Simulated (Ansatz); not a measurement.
Input:

HfB$_{2}$:
Space group P6/mmm (No. 191); a = b = 3.103 Å, c = 3.422 Å, α = β = 90.00°, γ = 120.00°

```tsv
atom	site	symmetry	x	y	z
Hf	1a	6/mmm	0.0000	0.0000	0.0000
B	2d	-6m2	0.3333	0.6667	0.5000
```

This is the LDA-relaxed structure.

All from the program Ansatz at the LDA level (PAW), unless another level is named. Predict the electronic character.

metallic (no gap).

Predict the density of states at the Fermi level.

0.08 states/eV per atom (mean over ±0.08 eV).

Give the formation energy from the elements (no fitted shifts).

-1.10 eV/atom.

Symmetry was held in the LDA relaxation; of distortions, only those at the zone centre were tested. The run is not spin-polarised. The references are the lowest solids computed at this level, not always the standard phases. Scalar-relativistic: spin–orbit coupling is off unless named, which matters more the heavier the elements.

Potentials: the later of the program's two PAW sets.
